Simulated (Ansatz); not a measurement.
NaNbGaP3O12 — Ga-69 NMR of the central transition

Cell: a Materials Project structure (computed, not necessarily an observed phase), atoms as given.

Space group R3c:H (No. 161); a = 8.6647, c = 22.5466 Å, γ = 120.00°.

```
site  Wyckoff  site symmetry       x       y       z
  Na       6a             3.  0.0000  0.0000  0.4964
  Nb       6a             3.  0.0000  0.0000  0.6450
  Ga       6a             3.  0.0000  0.0000  0.3521
   P      18b              1  0.9593  0.3419  0.5846
 O13      18b              1  0.2065  0.0333  0.3063
 O19      18b              1  0.7981  0.9698  0.6949
 O25      18b              1  0.0235  0.8344  0.4092
 O31      18b              1  0.9735  0.1680  0.5905
```

One atom of each set is listed; the run and its k-mesh use a cell of 36 atoms with edges of 9.03, 9.03, 9.03 Å.

Computed with Ansatz: DFT, PBE, plane waves and PAW, scalar-relativistic, 420 eV cutoff, Γ-centred 3×3×3 k-points, Fermi–Dirac smearing 0.02 eV.

Ga-69 has I = 3/2 and Q = 171.0 mb (Pyykkö 2018); at 14.1 T its Larmor frequency is ν₀ = 144.5 MHz. Only the quadrupole interaction is simulated: positions count from each site's isotropic chemical shift, and J coupling is left out, as are shift anisotropy and dipolar coupling, which fast spinning averages.

(1) What does the Ga-69 spectrum (fast magic-angle spinning) show for each site?

## Answers

(1) 

```
site         first shell  C_Q (MHz)     η  P_Q (MHz)  δ_QIS (ppm)  breadth (kHz)
  Ga  6 O at 1.96–2.01 Å      0.992  0.00      0.992        -1.18          0.365
```

δ_QIS = −(ν_Q²/30ν₀²)[I(I+1) − 3/4](1 + η²/3) × 10⁶ ppm with ν_Q = 3|C_Q|/[2I(2I−1)]; it falls as 1/B₀² in ppm, and the breadth as 1/B₀ in kHz.

An axis of threefold or higher order runs through Ga, so V_zz lies along it and η is zero.

The largest force is 0.5 eV/Å, so the atoms aren't at the calculated equilibrium and relaxing them would move these values. A computed database structure should lie near equilibrium, so this entry is doubtful.
